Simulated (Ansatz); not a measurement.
**Question.** Ti₃Al in space group P6_3/mmc (No. 194; Al on 2c, Ti on 6h) is relaxed with LDA (plane waves, PAW; program Ansatz). What lattice parameters of the conventional cell result?

**Answer.** a = 5.616 Å, c = 4.566 Å.

**Question.** Give the free coordinates with the occupied sites.

**Answer.** In one choice of origin and axes:

```json
[
 {"atom": "Al", "site": "2c", "symmetry": "-6m2", "x": "0.3333", "y": "0.6667", "z": "0.2500"},
 {"atom": "Ti", "site": "6h", "symmetry": "mm2", "x": "0.3393", "y": "0.1697", "z": "0.2500"}
]
```

The measured cell (COD 1545054, doi:10.3390/met6070165; 300 K, pressure taken as ambient) has 16.72 Å³ per atom; the computed volume differs by -6.8 %, which includes thermal expansion and zero-point motion, and at this size may mean another phase or pressure.

The cell was relaxed with LDA under the symmetry of its start. The run is not spin-polarised. Axis ratios of metals converge slowly with the k-mesh, so a and c are less sure than the volume.

Potentials: the later of the program's two PAW sets.
